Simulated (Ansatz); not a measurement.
A relaxed cell of TiCl2F is given with its symmetry left out. The cell was found from a structure generator's guess, not taken from experiment.

Theory: DFT PBE, scalar-relativistic, plane waves, PAW (Ansatz). Cutoff 420 eV, Γ-centred mesh, Gaussian smearing, collinear spin.

```yaml
crystal:
  lattice:
    - [4.14366, 0.00000, 0.00000]
    - [-2.07183, 3.58851, 0.00000]
    - [0.00000, 0.00000, 5.56017]
  atoms:
    - { symbol: Ti, position: [0.00000, 0.00000, 0.00000] }
    - { symbol: Cl, position: [0.66667, 0.33333, 0.50000] }
    - { symbol: Cl, position: [0.33333, 0.66667, 0.00000] }
    - { symbol: F, position: [0.66667, 0.33333, 0.00000] }
```

The zero of energy is the elements' standard structures at the same level (Cl₂, F₂ as molecules); no fitted shifts are applied.

Question: Find its symmetry and describe it.

Answer: P-6m2 (No. 187). Conventional cell: a = 4.144 Å, c = 5.560 Å. Around Ti lie 3 Cl at 2.39 Å and 3 F at 2.39 Å; around Cl on its first site lie 2 F at 2.78 Å (long contacts); Cl on its second site has 3 F at 2.39 Å and 3 Ti at 2.39 Å; F has 3 Ti at 2.39 Å, 3 Cl at 2.39 Å and 2 Cl at 2.78 Å.

Question: What is its formation energy per atom?

Answer: −1.13 eV/atom.

Question: Is it a metal?

Answer: Yes, bands cross the Fermi level on the 12×12×8 mesh.

Question: Which magnetic moments does it keep?

Answer: 0.25 μB per atom net, the space between the atoms included; by site: Ti 0.9 μB.

The last run used collinear spin, a 12×12×8 mesh (in the run's order of axes) for its 4-atom cell and Gaussian smearing of 0.10 eV. No dispersion correction is applied, so the spacing and binding between layers, chains or molecules are poorly described. In such compounds of Ti a zero gap at this level may well be an artefact, since no Hubbard U is applied. The magnetic state reached may not be the lowest. Symmetry constrained the relaxation, so the result can be a saddle point. Another cell of TiCl2F relaxed alike, in P-3m1, lies 0.75 eV/atom lower, so this cell isn't the stable form at this level.
